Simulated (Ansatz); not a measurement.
# Formation energy of NaAg (NaTl type)

```
Na Ag
1.0
     0.00000    3.44133    3.44133
     3.44133    0.00000    3.44133
     3.44133    3.44133    0.00000
Na Ag
2 2
Direct
  0.12500 0.12500 0.12500
  0.87500 0.87500 0.87500
  0.37500 0.37500 0.37500
  0.62500 0.62500 0.62500
```

The cell comes from a relaxation on PAW files under the same functional, begun from a prototype that needn't be the stable phase.

Level of theory: DFT with PBEsol, scalar-relativistic, in Ansatz 0.2.0; a Γ-centred 9×9×9 k mesh, Fermi–Dirac smearing of 0.05 eV, no spin polarisation. LAPW: all electrons, basis error target 0.5 meV/atom; PAW: frozen-core files, cutoff 420 eV; crystal datasets: all electrons, by PAW datasets that the program makes for each cell.

The elements are taken as Ag fcc, Na bcc, each relaxed on PAW files under the same functional and computed by the same method as the compound; zero-point and thermal terms are left out.

The PAW files were made under PBE.

(1) What is the formation energy by LAPW, and how far do the other methods lie from it?

(2) Give the LAPW value for one formula unit in kJ/mol.

(3) What Bader charges does the PAW density give?

## Answers

(1) 0.039 eV/atom; PAW 0.0 meV/atom; crystal datasets +0.1 meV/atom. The compound is unstable against these elements; other compounds of the system weren't compared.

(2) 0.039 eV/atom × 2 atoms × 96.485 kJ/(mol·eV) = 7.5 kJ/mol, at zero temperature and without zero-point motion.

(3) Na1 +0.73 e, Ag3 -0.73 e.
